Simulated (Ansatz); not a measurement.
Here is the system:

TaN (rock salt, space group No. 225), a = b = c = 4.417 Å, α = β = γ = 90.00°; the cell used has 2 atoms.

This is the PBE-relaxed structure.

### Question
All from PBE in the plane-wave PAW code Ansatz, unless another level is named. Give the electronic character.

### Answer
metallic (no gap).

### Question
Predict the formation energy from the elements (no fitted shifts).

### Answer
-0.82 eV/atom.

### Question
Next, the density of states at the Fermi level?

### Answer
0.40 states/eV per atom (mean over ±0.08 eV).

Space group Fm-3m (rock salt). The cell was relaxed with PBE under the symmetry of its start. No spin polarisation was allowed. The references are the lowest solids computed at this level, not always the standard phases (solids in place of the gases). Scalar-relativistic: spin–orbit coupling is off unless named, which matters more the heavier the elements.

Potentials: the later of the program's two PAW sets.
